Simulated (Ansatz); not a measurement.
BAs:
```xyz
8
Lattice="6.5331 0.0000 0.0000 0.0000 3.3790 0.0000 0.0000 0.0000 5.6208" Properties=species:S:1:pos:R:3 pbc="T T T"
B      1.0467     0.8447     2.2528
B      2.2198     2.5342     5.0632
B      5.4863     2.5342     3.3679
B      4.3133     0.8447     0.5576
As     5.4645     0.8447     2.1994
As     4.3351     2.5342     5.0098
As     1.0685     2.5342     3.4213
As     2.1980     0.8447     0.6110
```

Cartesian axes are those of the cell as given.

Problem. Give the high-frequency dielectric tensor and the Born effective charge tensors of the independent atoms from DFPT, DFT-LDA in the program Ansatz with PAW potentials.

Solution. 
ε∞:
```
9.25  0.00  0.00
0.00  9.30  0.00
0.00  0.00  8.33
```
Z* of atom 1 (B), rows: field, columns: displacement, in e:
```
-0.22   0.00  -0.52
 0.00  -0.41   0.00
-0.25   0.00  -0.31
```
Z* of atom 5 (As), rows: field, columns: displacement, in e:
```
0.22  0.00  0.53
0.00  0.41  0.00
0.36  0.00  0.31
```

Space group Pnma. The start of the workflow was typed in or built on a structure type; neither database checked (COD, Materials Project) lists it. It is not the phase usual at ambient conditions (space group No. 216). The LDA relaxation kept the symmetry of its start; whether a distortion lowers the energy is not shown. The volume moved by 23 % from the start of the relaxation. Its formation energy is positive at this level, so the cell may be metastable or incomplete. Spin–orbit coupling is left out wherever it is not named.

Potentials: the earlier of the program's two PAW sets. The files were generated under PBE; for other functionals the program regenerates the frozen cores, and for LDA and PBEsol the local potential too.
